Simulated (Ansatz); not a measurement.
Input deck for Ansatz 0.2.0, then the block of the output on the nuclei.

The cell is a structure deposited in the COD, atoms as given.

```yaml
crystal:
  lattice:
    - [6.441, 0.0, 0.0]
    - [0.0, 6.441, 0.0]
    - [0.0, 0.0, 6.441]
  atoms:
    - { symbol: Sb, position: [0.38, 0.38, 0.38] }
    - { symbol: Sb, position: [0.12, 0.62, 0.88] }
    - { symbol: Sb, position: [0.88, 0.12, 0.62] }
    - { symbol: Sb, position: [0.62, 0.88, 0.12] }
    - { symbol: Sb, position: [0.62, 0.62, 0.62] }
    - { symbol: Sb, position: [0.88, 0.38, 0.12] }
    - { symbol: Sb, position: [0.12, 0.88, 0.38] }
    - { symbol: Sb, position: [0.38, 0.12, 0.88] }
    - { symbol: Pt, position: [0.0, 0.0, 0.0] }
    - { symbol: Pt, position: [0.5, 0.0, 0.5] }
    - { symbol: Pt, position: [0.5, 0.5, 0.0] }
    - { symbol: Pt, position: [0.0, 0.5, 0.5] }
kpoints:
  mp_grid: { grid: [5, 5, 5] }
scf:
  occupations: { method: fermi_dirac, width: 0.05 }
hamiltonian:
  xc: pbe
  pseudopotentials: { kind: paw }
output:
  forces: true
  stress: true
  populations: true
  efg: { quadrupole_moments_barn: { Sb: -0.543 }, contact_densities: true }
```

```sh
ansatz run input.yaml --threads 1 --pin off --max-ram 3072MiB --backend cpu --events-out ev --progress --plain --runs-dir out
```

Of the output, the block on the nuclei alone is shown; the set-up, the SCF iterations, energies, forces and stress are cut. One atom of each set with nearly equal values is shown.

```
--- PAW observables at the nuclei: V_zz in 10²¹ V/m², potentials from the cell's mean, atoms counted from 1 ---
  atom   1  Sb V_zz =    +3.644123   η = 0.0000   by run symmetry: allowed   C_q = -47.8462 MHz
            electrostatic potential = -8415.615566 V   contact ρ = 1350074.685846 e/Å³
  atom   9  Pt V_zz =    -6.783455   η = 0.0000   by run symmetry: allowed
            electrostatic potential = -16118.029219 V   contact ρ = 12084570.976348 e/Å³
```

Hardware: 1 thread of Intel Xeon Platinum 8259CL CPU @ 2.50GHz (Skylake/Cascade Lake) (x86_64; 16 cores open to the job, memory cap 3.0 GiB, no GPU), a shared host with a load of 0.4 a core. Wall time 25 s, CPU time 25 s, peak memory 0.76 GiB.

At this cell the PBE pressure is 7 GPa, so with PBE the cell would grow if it were relaxed. The largest force is 1.2 eV/Å, so the atoms aren't at the calculated equilibrium and relaxing them would move these values. Spin–orbit coupling is left out, which shifts gradients on Pt by a few per cent in wide-gap crystals, and can shift them far more where the calculated gap is small or absent, as here. With a gap of 0.19 eV under a smearing of 0.05 eV the band edges are partly filled, so small gradients can hang on the smearing and the k-mesh. With these PAW files V_zz is typically within 2 to 3 % of all-electron values, but misses above 10 % occur on Sb.
